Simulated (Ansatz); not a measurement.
Level of theory: Ansatz, DFT PBE, scalar-relativistic, plane waves, PAW. All cells share a 420 eV cutoff and Γ-centred k meshes spaced at most about 0.3 Å⁻¹ (about 0.25 or finer for metals, 2π included). No spin polarisation in the final relaxations.

Temperature and zero-point effects are left out.

Two relaxed structures of SiSn2Ge3:

A.

```xyz
6
Lattice="5.5341 0.0000 0.0000 -2.7671 4.7927 0.0000 0.0000 0.0000 5.5598" Properties=species:S:1:pos:R:3 pbc="T T T"
Si    0.0000    0.0000    3.6986
Sn    2.7671    1.5976    0.0436
Sn    0.0000    3.1951    0.0436
Ge    1.3835    2.3963    2.8034
Ge    2.7671    0.0000    2.8034
Ge   -1.3835    2.3963    2.8034
```

B.

```xyz
6
Lattice="-2.8495 2.8495 4.9862 2.8495 -2.8495 4.9862 2.8495 2.8495 -4.9862" Properties=species:S:1:pos:R:3 pbc="T T T"
Si    0.0000    0.0000    0.0000
Sn    2.8495    0.0000    2.4931
Sn    0.0000    2.8495    2.4931
Ge    0.0000    0.0000    7.5420
Ge    0.0000    0.0000    2.4303
Ge    0.0000    0.0000    4.9862
```

**Question.** Which would you expect to be lower, and how large is the difference?

**Answer.** A is lower, by 191 meV/atom. A has space group P6mm (No. 183), 24.6 Å³/atom and no gap on its mesh; B has space group I4/mmm (No. 139), 27.0 Å³/atom and no gap. Counting Ge or Si atoms around Sn (for each partner element, those within 1.25 times its shortest distance or 1.15 times the sum of covalent radii, where it is the nearest in units of that sum or under 1.3; the shortest distance is added where it exceeds 1.18 times the sum of covalent radii), A has Sn 6 from 3.2 Å and B has Sn 4. The denser one is the lower, and pressure would at first widen the difference. Even the lower one lies +0.42 eV/atom against the reference forms of the elements (uncorrected), so neither is stable at this level. Both come from invented guesses. A third cell relaxed alike, in P6/mmm, lies 115 meV/atom below the lower of the two.

Cells relaxed within their symmetry can be saddle points.
